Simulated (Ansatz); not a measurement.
Input:

ZrB$_{2}$ (AlB2 type, space group P6/mmm)

```
ZrB2
1.0
    6.33540     0.00000     0.00000
   -1.58385     2.74331     0.00000
    0.00000     0.00000     3.55026
Zr B
2 4
Cartesian
  0.00000   0.00000   0.00000
  3.16770   0.00000   0.00000
  0.00000   1.82887   1.77513
  3.16770   1.82887   1.77513
  1.58385   0.91444   1.77513
  4.75155   0.91444   1.77513
```

A phonon eigenvector at M = (0.5, 0.0, 0.0) is frozen into this cell: atom i moves by Q times the vector below, so Q is the largest atomic displacement, in Å. The cell is held. (q is in reciprocal vectors of the primitive cell; the cell shown is doubled to hold the pattern.)

```
atom       x       y      z
----  ------  ------  -----
B3     0.866   0.500  0.000
B4    -0.866  -0.500  0.000
B5     0.866   0.500  0.000
B6    -0.866  -0.500  0.000
```

Atoms not listed stay in place.

These are r2SCAN (plane waves to 500 eV, PAW, scalar-relativistic; Ansatz, a program for electronic structure) values and carry that method's errors. k mesh 17×17×13 (Γ-centred), Fermi-Dirac smearing 0.05 eV. E stands for the smeared free energy. With partly filled bands, energies and forces of such displacements shift with the k mesh and the smearing. ZrB2 is run without spin polarisation. ZrB2 was relaxed with its symmetry unable to fall. ΔE is measured from the undisplaced structure.

The scan covers Q from -0.280 to 0.280 Å in 13 points.

**Question.** Which space group does the distorted structure have?

**Answer.** Pmmm (No. 47), lowered from P6/mmm.

**Question.** Is this a single well or a double well?

**Answer.** A single well with its minimum at or next to zero displacement.

**Question.** What is the energy change at Q = 0.280 Å?

**Answer.** 4596 meV/cell.

**Question.** What harmonic wavenumber does the curvature at Q = 0 give?

**Answer.** 699 cm⁻¹.

(A displaced cell: forces are minus the slopes of the energy, force constants its curvatures, and phonons follow from these.)
